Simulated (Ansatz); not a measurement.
MgS (rock salt)

```
CELL_PARAMETERS angstrom
      0.00000     2.61485     2.61485
      2.61485     0.00000     2.61485
      2.61485     2.61485     0.00000
ATOMIC_POSITIONS crystal
  S  0.00000 0.00000 0.00000
  Mg 0.50000 0.50000 0.50000
```

In this cell atom 2 (Mg, nearest neighbour S at 2.615 Å; its periodic images, 3.7 Å or more away, move with it) is moved by s along Cartesian x, unit vector (1.000, 0.000, 0.000); all other atoms and the cell stay fixed.

All values below come from PBE (plane waves to 420 eV, PAW, scalar-relativistic; Ansatz, an electronic-structure program). k mesh 9×9×9 (Γ-centred), Fermi-Dirac smearing 0.05 eV. E stands for the smeared free energy. Stress and pressure are positive under compression. F∥ is the force on the atom along that direction. MgS was relaxed with its symmetry unable to fall. ΔE is measured from the undisplaced structure.

```
s (Å)   ΔE (eV/cell)  P (GPa)  F∥ (eV/Å)
------  ------------  -------  ---------
-0.260        0.1052     2.27      0.959
-0.208        0.0629     1.43      0.680
-0.156        0.0334     0.79      0.460
-0.104        0.0142     0.35      0.283
-0.052        0.0035     0.09      0.135
0.000         0.0000     0.00      0.000
0.052         0.0035     0.09     -0.135
0.104         0.0142     0.35     -0.283
0.156         0.0334     0.79     -0.460
0.208         0.0629     1.43     -0.680
0.260         0.1052     2.27     -0.959
```

Derived quantities:

- Energy at s = 0.260 Å: 105.2 meV/cell
- Force along the line at s = -0.260 Å: 0.959 eV/Å
- Symmetry of the curve: even: the same for both signs
- Shape of the curve: a single well with its minimum at or next to zero displacement
- Force constant k = d²E/ds² at s = 0 (finite differences): 2.55 eV/Å²
- Harmonic estimate at the end of the scan: ½ks² = 86.0 meV/cell against the computed 105.2 meV/cell, so the well is stiffer than harmonic there
- Zone-centre optical wavenumber from k (transverse: no LO-TO term): 224 cm⁻¹

(For displaced atoms, the force is minus the slope of the energy, and its curvature is a force constant, which sets phonon frequencies.)
